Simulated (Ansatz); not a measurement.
## What DFT gives for Al2Au

```yaml
crystal:
  lattice:
    - [0.00000, 3.00211, 3.00211]
    - [3.00211, 0.00000, 3.00211]
    - [3.00211, 3.00211, 0.00000]
  atoms:
    - { symbol: Au, position: [0.00000, 0.00000, 0.00000] }
    - { symbol: Al, position: [0.25000, 0.25000, 0.25000] }
    - { symbol: Al, position: [0.75000, 0.75000, 0.75000] }
```

The numbers come from plane-wave PAW DFT (Ansatz): r2SCAN, no spin polarisation, 500 eV, 10×10×10 Γ-centred k points, fermi-dirac occupations (width 0.1 eV). Nothing was relaxed.

- Stress: The pressure is 0.4 GPa (compression positive), so with the atoms held at these fractions the cell is close to zero pressure.
- Charges: Bader charges in e: Al +1.87, Au -3.73. In the mean Al gives up most and Au takes most.
- At the Fermi level: It is a metal, with about 0.93 states/eV a cell as the mean within 0.25 eV of the Fermi level, mostly Al p (74 %).
- Forces: The forces vanish by the symmetry of the sites.
- Formation energy: -0.48 eV an atom against the elements' usual phases (free molecules for gases, crystals otherwise, with no correction for O₂ or N₂), so it is bound against them; other compounds may still compete. Relaxing would lower it.

Origin: a database entry at a rescaled volume.
